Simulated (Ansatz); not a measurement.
KRb2ScF6:
```
CELL_PARAMETERS angstrom
     -3.14861     3.14861     4.57700
      3.14861    -3.14861     4.57700
      3.14861     3.14861    -4.57700
ATOMIC_POSITIONS crystal
  K  0.50000 0.50000 0.00000
  Rb 0.75000 0.25000 0.50000
  Rb 0.25000 0.75000 0.50000
  Sc 0.00000 0.00000 0.00000
  F  0.72361 0.83834 0.56195
  F  0.27639 0.16166 0.43805
  F  0.83834 0.27639 0.11473
  F  0.16166 0.72361 0.88527
  F  0.22106 0.22106 0.00000
  F  0.77894 0.77894 0.00000
```

r²SCAN in the plane-wave PAW code Ansatz gives a gap of 7.54 eV without spin–orbit coupling, maximum at N, minimum at Γ.

Task: What happens when spin–orbit coupling is switched on?

Result: The gap stays essentially unchanged, to 7.54 eV; maximum at N, minimum at Γ.

Task: Give the electron effective mass with spin–orbit coupling.

Result: 0.52, 0.52, 0.56 mₑ (principal values).

Space group I4/m. The workflow started from a Materials Project entry (that database holds measured and hypothetical structures alike); the Crystallography Open Database files this formula in space group No. 87, but the cells were not matched. Its standing as an ambient phase is unchecked. Symmetry was held in the r²SCAN relaxation; its stability against distortions is not shown here. No spin polarisation was allowed.

Potentials: the later of the program's two PAW sets.
